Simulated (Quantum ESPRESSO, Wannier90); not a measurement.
**TiO2 (rutile), plane waves to Wannier functions**

```xyz
6
Lattice="4.5998 0.0000 0.0000 0.0000 4.5998 0.0000 0.0000 0.0000 2.9592" Properties=species:S:1:pos:R:3 pbc="T T T"
Ti     2.2999     2.2999     0.0000
Ti     0.0000     0.0000     1.4796
O     -1.3998    -1.3998     1.4796
O      1.3998     1.3998     1.4796
O     -0.9001     0.9001     0.0000
O      0.9001    -0.9001     0.0000
```

Materials Project entry mp-2657; symmetrised, unrelaxed at this level. COD (Crystallography Open Database) has the formula in 6 space groups, this one among them (matched by group alone). Method: PBE plane waves in Quantum ESPRESSO 7.5 (PseudoDojo norm-conserving files, 68 Ry, no spin polarisation, no spin-orbit coupling), Bloch states on a 6×6×8 mesh through Γ, Wannier90 4.0.1. Density: 8×8×10 mesh, cold smearing 0.01 Ry.

The plane-wave run has 50 bands and 48 electrons a cell. On the energy scale of pw.x, whose zero is arbitrary, the valence-band maximum lies at 9.11 eV.

Input w.win, without the blocks of cell, atoms and k-points (288 lines):

```
num_bands = 38
num_wann = 22
exclude_bands = 1-12
num_iter = 400
conv_tol = 1.0e-6
conv_window = 4
dis_num_iter = 600
dis_conv_tol = 1.0e-6
dis_froz_max = 12.50
write_hr = true
write_u_matrices = true
begin projections
Ti: d
end projections
mp_grid = 6 6 8
```

Problem. This input has a fault. Which, and what does the program do?

Solution. wannier90.x -pp stops with:
```
w90_readwrite_get_projections: too few projection functions defined
```
The projections block defines fewer trial orbitals than num_wann. Mended as below, all else unchanged, the run goes through (Ω_I = 14.7 Å²) and follows the plane-wave bands to 0.3 meV rms (states up to 2.9 eV relative to the valence-band maximum).
```
O: p
```
